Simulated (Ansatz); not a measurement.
YbI₂ in the CdI2-type structure

The computed numbers are results of PBEsol, scalar-relativistic (no spin polarisation) in the plane-wave PAW code Ansatz at 420 eV, Γ-centred 8×8×6 mesh, 0.05 eV Gaussian smearing. The datasets are Ansatz's generated set soft_2.

```xyz
3
Lattice="4.3585 0.0000 0.0000 -2.1792 3.7746 0.0000 0.0000 0.0000 7.1165" Properties=species:S:1:pos:R:3 pbc="T T T"
Yb    0.0000    0.0000    0.0000
I     0.0000    2.5164    1.7828
I     2.1792    1.2582    5.3337
```

This is a trial structure made by placing the elements on a prototype's sites, so it needn't be the stable form.

Cell and atoms are those of this level's equilibrium.

| Property | Result |
| --- | --- |
| Space group | P-3m1 (No. 164) |
| Volume | 39.03 Å³/atom |
| Band gap | 0.67 eV |
| Smallest direct gap | 0.72 eV |

**Question.** What does PBEsol give for the formation energy from the elements (0 K, uncorrected)?

**Answer.** -1.50 eV/atom.

**Question.** Estimate the f electrons (orthogonalised atomic orbitals) at this level of theory (PBEsol).

**Answer.** Yb 13.94.

Within 0.6 eV of the edges the projected states are 99 % Yb 4f at the top of the valence band and 82 % Yb 5d at the bottom of the conduction band. The gap runs from the occupied 4f levels to the empty 5d band of the same element.

Shannon's ionic radii give a check on the bond lengths: Yb²⁺ with 6 neighbours 1.02 Å + I⁻ 2.20 Å (six-fold value) = 3.22 Å against a computed mean of 3.08 Å. The largest miss is -4 %; bonds shorter than the sum are usual where the bond is partly covalent, as with large, soft anions.

These numbers lack spin–orbit coupling. The structure is built of weakly bound layers, and this functional has no dispersion term, so their spacing and all that hangs on it (volume, the soft elastic constants, low modes, dielectric constants) are poorly given.
